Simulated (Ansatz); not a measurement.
BaTe:
```
BaTe
1.0
    0.00000     3.53167     3.53167
    3.53167     0.00000     3.53167
    3.53167     3.53167     0.00000
Ba Te
1 1
Cartesian
  0.00000   0.00000   0.00000
  3.53167   3.53167   3.53167
```

Relaxed with r²SCAN.

### Question
Give the optical modes at the zone centre with their infrared and Raman activity from DFPT, r²SCAN in the plane-wave PAW code Ansatz.

### Answer
Transverse frequencies, without the LO–TO term; a row sums one degenerate level.

```csv
ω (cm⁻¹),degeneracy,IR ((D/Å)²/amu),Raman (Å⁴/amu),activity,symmetry
93,3,6.68,0,IR,T1u
```

### Question
How high does the top mode go among those that the LO–TO term moves?

### Answer
137 cm⁻¹ for q along x.

Space group Fm-3m (rock salt). Symmetry was held in the r²SCAN relaxation; of distortions, only those at the zone centre were tested. Scalar-relativistic: spin–orbit coupling is off unless named, which matters more the heavier the elements.

Potentials: the later of the program's two PAW sets.
